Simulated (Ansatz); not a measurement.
The geometry is COD entry 9011614, unchecked; take it as a test cell. The listed cell was then made from it by scaling, straining or moving an atom.

Bi: DFT, PBEsol, all-electron LAPW, scalar-relativistic (Ansatz 0.2.0). What sets it apart from a plain run of this crystal: volume scaled by 0.99.

Command: `ansatz run input.yaml --threads 1 --pin off --max-ram 3072MiB --backend cpu --events-out ev --progress --plain --runs-dir out` The run took 5.2 s on 1 thread of Intel(R) Xeon(R) 6975P-C (Granite Rapids), on a shared host, peak memory 0.31 GiB.

```yaml
crystal:
  lattice:
    - [4.5238195833, 0.0, 0.0]
    - [-2.2619097917, 3.9177426814, 0.0]
    - [0.0, 0.0, 11.7894378316]
  atoms:
    - { symbol: Bi, position: [0.3333333333, 0.6666666667, 0.25] }
    - { symbol: Bi, position: [0.6666666667, 0.3333333333, 0.75] }
kpoints:
  mp_grid: { grid: [9, 9, 3] }
  band_path:
    path:
      - [0.0, 0.0, 0.0]
      - [0.5, 0.0, 0.0]
      - [0.3333333333, 0.3333333333, 0.0]
      - [0.0, 0.0, 0.0]
      - [0.0, 0.0, 0.5]
      - [0.5, 0.0, 0.5]
      - [0.3333333333, 0.3333333333, 0.5]
      - [0.0, 0.0, 0.5]
      - [0.5, 0.0, 0.5]
    npoints: 5
scf:
  occupations: { method: fermi_dirac, width: 0.03 }
hamiltonian:
  xc: pbesol
  pseudopotentials: { kind: all_electron, lapw: { basis_error: 0.0005 } }
output:
  forces: true
  stress: true
  eigenvalues: true
```

Output (standing set-up lines are left out):

```
LAPW: plane waves up to 4.537 Å⁻¹, error target 5.0e-4 eV per atom; small_component_spin mean_spin; Bi in spheres of 2.262 Å, 21 of its electrons in bands, Dirac shells []
Crystal: 2 atoms, lattice volume = 208.946 Å³
Basis set: ecut = 78.43984236031474 eV, 347 PW (Γ), exchange–correlation at level 2
Space group: P63/mmc (ITA 194), of the structure as read, at distance tolerance 5.9e-5 Å
iter 1 solved again at ethr=9.98e-5 eV; its pass at ethr=1.00e-1 eV (dr2=4.19e-2 eV) is discarded
SCF iter   1: F=—  HF=-1171097.763735 eV  |F-HF|=—  |Δ(HF+E_count)|=         —  Δρ=3.00e-3  dr2=4.24e-2  ethr=9.98e-5  ⟨swp⟩=3.3  Hψ=4090  notcnv=0
preconditioner: auto → LDOS  [metal: Δε(μ)=0.029 eV  Ē_g=6.646 eV  σ=0.030 eV  W_gap=0.23  n_scr=36 (ndim 8)  ℏωp=8.1 eV  f_vac=0.411  D(μ)=6.16/eV (n_scr^D=50)  β→1.0]
SCF iter   2: F=—  HF=-1171097.721925 eV  |F-HF|=—  |Δ(HF+E_count)|=   4.18e-2  Δρ=1.66e-3  dr2=1.59e-2  ethr=9.98e-5  ⟨swp⟩=3.0  Hψ=2126  notcnv=0
SCF iter   3: F=—  HF=-1171097.746605 eV  |F-HF|=—  |Δ(HF+E_count)|=   2.47e-2  Δρ=7.99e-4  dr2=3.13e-3  ethr=3.78e-5  ⟨swp⟩=3.0  Hψ=2174  notcnv=0
SCF iter   4: F=—  HF=-1171097.744998 eV  |F-HF|=—  |Δ(HF+E_count)|=   1.61e-3  Δρ=4.83e-4  dr2=1.07e-3  ethr=7.44e-6  ⟨swp⟩=3.0  Hψ=2074  notcnv=0
SCF iter   5: F=—  HF=-1171097.745063 eV  |F-HF|=—  |Δ(HF+E_count)|=         —  Δρ=1.29e-4  dr2=2.10e-4  ethr=2.55e-6  ⟨swp⟩=3.0  Hψ=2027  notcnv=0
the basis was enlarged: its passes take 72.3 KiB over the memory plan, 1 of 1 planned eigensolver slots
SCF iter   6: F=—  HF=-1171097.745017 eV  |F-HF|=—  |Δ(HF+E_count)|=   4.55e-5  Δρ=5.28e-5  dr2=2.10e-5  ethr=4.99e-7  ⟨swp⟩=3.0  Hψ=2052  notcnv=0
iter 7 solved again at ethr=1.80e-9 eV; its pass at ethr=5.00e-8 eV (dr2=7.56e-7 eV) is discarded
SCF iter   7: F=—  HF=-1171097.745059 eV  |F-HF|=—  |Δ(HF+E_count)|=   4.20e-5  Δρ=1.11e-5  dr2=7.56e-7  ethr=1.80e-9  ⟨swp⟩=2.0  Hψ=3352  notcnv=0
SCF iter   8: F=-1171097.745061 eV  HF=-1171097.745061 eV  |F-HF|=6.87e-8  |Δ(HF+E_count)|=   2.17e-6  Δρ=2.87e-6  dr2=3.11e-8  ethr=1.80e-9  ⟨swp⟩=3.0  Hψ=2059  notcnv=0
SCF 1 converged in 8 iterations: F = -1171097.745061 eV  dr2 = 3.11e-8
NSCF: frozen V_eff on 41 k-points
SCF converged after 8 iterations
Free energy (F): -1171097.745061 eV
Harris-Foulkes:  -1171097.745061 eV  (|F-HF|=6.87e-8)
Internal energy: -1171097.724177 eV  (E = F + TS)
E sigma→0 (E₀):  -1171097.734619 eV
Entropy (-TS):   -0.020885 eV (-10.442 meV/atom)
Fermi energy:    1.254179 eV
--- Per-component energies (eV) ---
  E_band       = -1544.398886
  E_kinetic    = 1355558.007703
  E_xc         = -21290.487025
  E_electrostatic = -2505365.244855  (all electrons and nuclei)
  E_smearing   = -0.020885  (= −TS)
  E_closure    = 0.000000  (closes the sum)
  E_atoms      = -1171094.363200  (free atoms, spherical and without spin; not in F)
  Σ components = -1171097.745061   (vs F -1171097.745061, Δ=0.00e0)
  Basis errors (estimates in eV, not in F): energy 2.2e-4 per atom: plane waves 2.1e-4 (1.1e-4 summed), levels above the bands 3.6e-77, relativity 7.7e-9, radial functions 6.5e-6, core shells 3.1e-7; eigenvalues (radial functions only) 2.7e-6; not estimated: angular momenta, meshes, grids; target (lapw.basis_error) 5.0e-4; muffin-tin radii Bi 2.262 Å
--- Forces (eV/Å), atoms counted from 1 ---
  atom   1  Bi     0.00000000    -0.00000000     0.00000000
  atom   2  Bi     0.00000000     0.00000000     0.00000000
  max |Σ_I F_I| component: 2.89e-19 eV/Å
--- Stress (GPa, compression-positive) ---
       -5.197592      -0.000000       0.000000
       -0.000000      -5.197592       0.000000
        0.000000       0.000000      -0.391325
  P = ⅓ Tr σ = -3.5955 GPa (-35.955 kbar)
--- Band table (eV; the first three rows and the last of 24) ---
  k-point 0: bands = ["-90.2030", "-90.2030", "-90.2022", "-90.2022", "-90.2022", "-90.2022", "-21.5328", "-21.5327", "-21.5273", "-21.5273", "-21.5272", "-21.5272", "-21.5214", "-21.5214", "-21.5214", "-21.5214", "-9.0699", "-9.0591", "0.3989", "0.9119", "2.7081", "2.7081", "2.7202", "2.7202", "4.2729", "5.8023"]
  k-point 1: bands = ["-90.2030", "-90.2030", "-90.2022", "-90.2022", "-90.2022", "-90.2022", "-21.5327", "-21.5327", "-21.5273", "-21.5273", "-21.5272", "-21.5272", "-21.5214", "-21.5214", "-21.5214", "-21.5214", "-9.0672", "-9.0618", "0.5074", "0.7598", "2.7111", "2.7111", "2.7172", "2.7172", "4.6415", "5.4040"]
  k-point 2: bands = ["-90.2030", "-90.2030", "-90.2022", "-90.2022", "-90.2022", "-90.2022", "-21.5323", "-21.5323", "-21.5275", "-21.5275", "-21.5273", "-21.5273", "-21.5213", "-21.5213", "-21.5205", "-21.5205", "-9.0333", "-9.0229", "0.4786", "0.9745", "2.1190", "2.1516", "2.6091", "2.6269", "4.6374", "6.4144"]
  k-point 23: bands = ["-90.2030", "-90.2030", "-90.2022", "-90.2022", "-90.2022", "-90.2022", "-21.5291", "-21.5290", "-21.5290", "-21.5290", "-21.5283", "-21.5283", "-21.5171", "-21.5171", "-21.5171", "-21.5171", "-8.6824", "-8.6824", "0.5047", "0.5163", "0.5163", "0.5368", "1.5107", "1.5107", "6.7077", "6.8176"]
```
